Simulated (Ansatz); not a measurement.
Relax this structure to zero stress and force, keeping its symmetry:

```yaml
crystal:
  lattice:
    - [1.65475, -5.64320, 0.00000]
    - [1.65475, 5.64320, 0.00000]
    - [0.00000, 0.00000, 4.56438]
  atoms:
    - { symbol: P, position: [0.90598, 0.09402, 0.08653] }
    - { symbol: P, position: [0.59402, 0.40598, 0.58653] }
    - { symbol: P, position: [0.09402, 0.90598, 0.91347] }
    - { symbol: P, position: [0.40598, 0.59402, 0.41347] }
```

These are results of DFT PBE, scalar-relativistic, plane waves, PAW (Ansatz 0.2.0), not measurements.

Cutoff 420 eV; k points 12×12×8 on the computed 4-atom cell (Γ-centred); Gaussian smearing, width 0.01 eV; no spin polarisation.

Question: What does it relax to?

Answer: The volume doesn't move by more than 0.01 Å³/atom to 21.31 Å³/atom, and the energy changes by under 0.1 meV/atom. Final structure:
```cif
data_structure
_symmetry_space_group_name_H-M 'Cmce'
_symmetry_Int_Tables_number 64
_cell_length_a 3.3095
_cell_length_b 11.2864
_cell_length_c 4.5644
_cell_angle_alpha 90.000
_cell_angle_beta 90.000
_cell_angle_gamma 90.000
_cell_volume 170.49
loop_
_atom_site_label
_atom_site_type_symbol
_atom_site_symmetry_multiplicity
_atom_site_Wyckoff_symbol
_atom_site_fract_x
_atom_site_fract_y
_atom_site_fract_z
_atom_site_occupancy
P1 P 8 f 0.50000 0.59402 0.08653 1
```

The cell holds layers, and where no dispersion correction was added their binding is poorly described.